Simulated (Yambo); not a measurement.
Yambo run on CuCl (zinc blende, space group F-43m, No. 216). The wavefunctions are PBEsol (pw.x of Quantum ESPRESSO, ONCV potentials, no spin-orbit coupling) ones on a 4×4×4 mesh (13 occupied bands); a = 3.740 Å, b = 3.740 Å, c = 3.740 Å, α = 60.00°, β = 60.00°, γ = 60.00°.

Yambo input:

```
rim_cut
HF_and_locXC
RandQpts= 1000000
RandGvec= 1 Ry
EXXRLvcs= 92 Ry
VXCRLvcs= 368 Ry
% QPkrange
 1 | 1 | 13 | 14 |
 3 | 3 | 13 | 14 |
 8 | 8 | 13 | 14 |
 22 | 22 | 13 | 14 |
 25 | 25 | 13 | 14 |
 27 | 27 | 13 | 14 |
 36 | 36 | 13 | 14 |
%
```

k points by index: 1 = Γ, 3 = L, 8 = L, 22 = W, 25 = W, 27 = L, 36 = L.

Table of the .hf output:

```
#    K-point    Band    Eo [eV]    Ehf [eV]    Vxc [eV]    Vnlxc [eV]
#
    1    13    0.000000    -6.903489    -28.38502    -35.28851
    1    14    0.541907    5.119631    -10.73203    -6.154308
    3    13    -0.667266    -8.043029    -27.99365    -35.36941
    3    14    2.888289    7.801542    -11.92405    -7.010797
    8    13    -0.667266    -8.043125    -27.99365    -35.36951
    8    14    2.888289    7.801553    -11.92405    -7.010786
    22    13    -0.943363    -9.076744    -29.92199    -38.05537
    22    14    4.949449    9.085811    -13.62886    -9.492499
    25    13    -0.943363    -9.076739    -29.92199    -38.05536
    25    14    4.949449    9.085803    -13.62886    -9.492507
    27    13    -0.667266    -8.043213    -27.99365    -35.36960
    27    14    2.888289    7.801540    -11.92405    -7.010799
    36    13    -0.667266    -8.042973    -27.99365    -35.36936
    36    14    2.888289    7.801563    -11.92405    -7.010777
```
Exchange alone, without screening.

Geometry relaxed with PBEsol.
